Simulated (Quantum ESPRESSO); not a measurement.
# Kohn-Sham bands of Ge (P6₃/mmc, model phase)

```
CELL_PARAMETERS angstrom
      3.99759     0.00000     0.00000
     -1.99879     3.46201     0.00000
      0.00000     0.00000     6.59938
ATOMIC_POSITIONS crystal
  Ge 0.66667 0.33333 0.06290
  Ge 0.33333 0.66667 0.93710
  Ge 0.33333 0.66667 0.56290
  Ge 0.66667 0.33333 0.43710
```

Cell from Materials Project (mp-1007760), symmetrised, no further relaxation. This isn't the element's usual structure (diamond); take it as a model of another phase. Computed values, not measurements, from PBEsol: Quantum ESPRESSO (norm-conserving PseudoDojo potentials, cutoff 63 Ry, no spin polarisation, no spin-orbit coupling) on a Γ-centred 12×12×4 mesh, then Wannier90. Density: 12×12×6 mesh, cold smearing 0.01 Ry. Spin-orbit coupling, left out, would split the p-like bands by a few tenths of an eV.

**Question.** List the Kohn-Sham levels between −8 and 3.0 eV relative to the Fermi level at the high-symmetry points, as a band run of pw.x on that density gives them (levels within 2 meV counted together).

**Answer.** 
| point | k (reciprocal lattice) | levels (eV) |
|---|---|---|
| Γ | 0.000 0.000 0.000 | -7.65, -1.50 (×2), -0.17, -0.16, -0.07, 0.10 (×2), 2.23 (×2), 2.72 |
| M | 0.500 0.000 0.000 | -6.78, -4.62, -3.09, -2.85, -1.46, 0.45, 1.59 |
| K | 0.333 0.333 0.000 | -7.62 (×2), -5.03, -3.50 (×2), -3.23, 1.38 |
| A | 0.000 0.000 0.500 | -4.84 (×2), -0.87 (×4), 0.62 (×2) |
| L | 0.500 0.000 0.500 | -7.90 (×2), -2.57 (×2), -2.43 (×2), 0.45 (×2), 2.04 (×2) |
| H | 0.333 0.333 0.500 | -4.32 (×2), -2.04 (×2), 1.18 (×2) |
